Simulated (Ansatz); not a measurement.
The start is a generated cell, NbRu placed in the AFLOW prototype AB_cF8_216_c_a (B3, as in ZnS). The cell and all atomic positions are relaxed at zero pressure with PBEsol (plane waves to 420 eV, PAW, scalar-relativistic; Ansatz, a program for electronic structure). First-step values are on the input's coarse k-mesh.

Ansatz input (later rounds restart from its end on a renewed k-mesh):
Ansatz 0.2 input:
```yaml
crystal:
  lattice:
    - [0, 2.523037, 2.523037]
    - [2.523037, 0, 2.523037]
    - [2.523037, 2.523037, 0]
  atoms:
    - { symbol: Nb, position: [0.25, 0.25, 0.25] }
    - { symbol: Ru, position: [0, 0, 0] }
basis: { ecutwfc: 420, ecutrho_ratio: 4, xc_grid: 2, fft_grid_basis: typed }
kpoints: { mp_grid: { grid: [11, 11, 11] } }
hamiltonian:
  xc: pbesol
  dispersion: none
  pseudopotentials: { kind: paw }
scf: { occupations: { method: fermi_dirac, width: 0.05 } }
relax: { f_tol: 0.01, max_steps: 100, cell: { stress_tol: 0.02 } }
output: { forces: true, stress: true }
```

```yaml
outcome: The space group stays F-43m (No. 216) (the run could not lower it); the end is zinc blende type, with 2 atoms in the primitive cell
volume_change: +39.4 %, from 16.06 to 22.39 Å³/atom
band_gap_at_the_end: zero (metallic)
optimiser_moves: 9
```

The end point of the relaxation:

```cif
data_Nb4Ru4
_chemical_formula_sum 'Nb4 Ru4'
_space_group_name_H-M_alt 'F-43m'
_space_group_IT_number 216
_space_group_name_Hall 'F -4 2 3'
_cell_length_a 5.63740
_cell_length_b 5.63740
_cell_length_c 5.63740
_cell_angle_alpha 90.000
_cell_angle_beta 90.000
_cell_angle_gamma 90.000
loop_
_atom_site_label
_atom_site_type_symbol
_atom_site_symmetry_multiplicity
_atom_site_Wyckoff_symbol
_atom_site_fract_x
_atom_site_fract_y
_atom_site_fract_z
_atom_site_occupancy
Nb1 Nb 4 c 0.25000 0.25000 0.25000 1
Ru1 Ru 4 a 0.00000 0.00000 0.00000 1
```
(The calculation used a cell of 2 atoms; values per cell refer to that cell.)

Final values are on a 14×14×14 k-mesh of the relaxed cell. The start holds a very short contact (Nb–Ru 2.19 Å). No spin polarisation in the result.

The run could not lower the symmetry of its start; a shaken copy of this end point relaxes with PBEsol to Imma (No. 74), 1.48 eV/atom lower.

The relaxed structure here is a generated cell of NbRu: the first start was made by placing the elements on the sites of a structure type, and the end was not matched to a known phase here, so it may be hypothetical.
